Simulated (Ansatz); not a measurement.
BP:
```
CELL_PARAMETERS angstrom
      0.00000     2.26832     2.26832
      2.26832     0.00000     2.26832
      2.26832     2.26832     0.00000
ATOMIC_POSITIONS crystal
  P  0.75000 0.75000 0.75000
  B  0.00000 0.00000 0.00000
```

Relaxed with r²SCAN. Special points in fractions of this cell's reciprocal vectors: Γ (0.000, 0.000, 0.000); X (0.500, 0.000, 0.500); U (0.625, 0.250, 0.625); K (0.375, 0.375, 0.750); L (0.500, 0.500, 0.500); W (0.500, 0.250, 0.750).

### Question
List the band energies nearest the valence-band maximum at these points for r²SCAN (plane waves, PAW; program Ansatz).

### Answer
In eV from the valence-band maximum; about four levels below and three above (degenerate sets whole), none deeper than 8.9 eV; … stands for higher levels left out; points with the same levels are listed once.

```csv
k,below,above
Γ,0.00 0.00 0.00,3.60 3.60 3.60
X,-4.36 -4.36,1.50 1.89 …
U,-8.71 -6.52 -3.71,2.37 6.42 10.36
L,-1.87 -1.87,4.11 4.99 4.99
W,-8.63 -5.94 -5.74,5.74 7.17 7.79
```

Space group F-43m (zinc blende). Symmetry was held in the r²SCAN relaxation; phonons on a q-mesh show no instability.

Potentials: the later of the program's two PAW sets.
